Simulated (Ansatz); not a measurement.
## Data sheet: Be (DFT)

Be (bcc (W type), space group No. 229), a = 2.492 Å, b = 2.492 Å, c = 2.492 Å, α = 90.00°, β = 90.00°, γ = 90.00°; the cell used has 1 atom.

Space group Im-3m (No. 229), bcc (W type); conventional cell a = b = c = 2.4923 Å, α = β = γ = 90.00°.

Method: PBEsol (plane waves, PAW; program Ansatz). The cell and atoms are relaxed at this level. Other levels are named where they apply.

Cell and energy:

```
Quantity             Result
---------------  ----------
Volume per atom     7.74 Å³
Density          1.93 g/cm³
```

Electronic structure:

```
Quantity                                                                    Result
------------------------------------  --------------------------------------------
Electronic character                                             metallic (no gap)
Density of states at the Fermi level  0.12 states/eV per atom (mean over ±0.08 eV)
```

Mechanics:

```
Property                                                                      Result
--------------------------------------------  --------------------------------------
Bulk modulus (Birch–Murnaghan fit)                                         1250 kbar
Pressure derivative B′                                                           3.3
Elastic constants (relaxed ions, GPa)               C11 = 181, C12 = 96.9, C44 = 211
Mechanical stability                          stable (all eigenvalues of C positive)
Hill bulk and shear moduli                                           125 and 112 GPa
Young's modulus                                                              259 GPa
Poisson's ratio                                                                 0.15
Debye temperature from the elastic constants                                  1260 K
```

The first step of the workflow began from a Materials Project structure, measured or hypothetical; the Crystallography Open Database copy checked does not list it. It is not the phase usual at ambient conditions (space group No. 194). The cell was relaxed with PBEsol under the symmetry of its start; its stability against distortions is not shown here. As this level gives no gap, shear constants depend on the k-mesh and smearing (Fermi–Dirac, 0.1 eV here).

Potentials: the earlier of the program's two PAW sets.
